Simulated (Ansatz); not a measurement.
Input deck for Ansatz 0.2.0, then the block of the output on the nuclei.

The cell is an entry of the Crystallography Open Database (COD), relaxed with PBE at fixed cell and then changed (volume scaled by 1.02, ions relaxed).

```yaml
crystal:
  lattice:
    - [0.0, 2.2739607009, 2.2739607009]
    - [2.2739607009, 0.0, 2.2739607009]
    - [2.2739607009, 2.2739607009, 0.0]
  atoms:
    - { symbol: Hf, position: [0.0, 0.0, 0.0] }
    - { symbol: "N", position: [0.5, 0.5, 0.5] }
kpoints:
  mp_grid: { grid: [18, 18, 18] }
scf:
  occupations: { method: fermi_dirac, width: 0.05 }
hamiltonian:
  xc: pbe
  pseudopotentials: { kind: paw }
output:
  forces: true
  stress: true
  populations: true
  efg:
    quadrupole_moments_barn: { Hf: 3.365, "N": 0.02044 }
    contact_densities: true
relax:
  f_tol: 0.02
  max_steps: 60
```

```sh
ansatz run input.yaml --threads 1 --pin off --max-ram 3072MiB --backend cpu --events-out ev --progress --plain --runs-dir out
```

The run relaxes the ions first, and the block belongs to the relaxed positions.

Of the output, the block on the nuclei alone is shown; the set-up, the SCF iterations, energies, forces and stress are cut. One atom of each set with nearly equal values is shown.

```
--- PAW observables at the nuclei: V_zz in 10²¹ V/m², potentials from the cell's mean, atoms counted from 1 ---
  atom   1  Hf V_zz =    -0.000000   η = 0.0000   by run symmetry: forbidden   C_q = -0.0000 MHz
            electrostatic potential = -14186.266501 V   contact ρ = 7528536.631049 e/Å³
  atom   2  N  V_zz =    +0.000000   η = 0.0000   by run symmetry: forbidden   C_q = +0.0000 MHz
            electrostatic potential = -527.698785 V   contact ρ = 1414.269432 e/Å³
```

The relaxation (1 step) took 7.2 s of wall time (7.2 s of CPU time) and 0.51 GiB at its peak, on 1 thread of Intel Xeon Platinum 8488C (Sapphire Rapids) (x86_64; 16 cores open to the job, memory cap 3.0 GiB, no GPU), a shared host with a load of 0.4 a core.
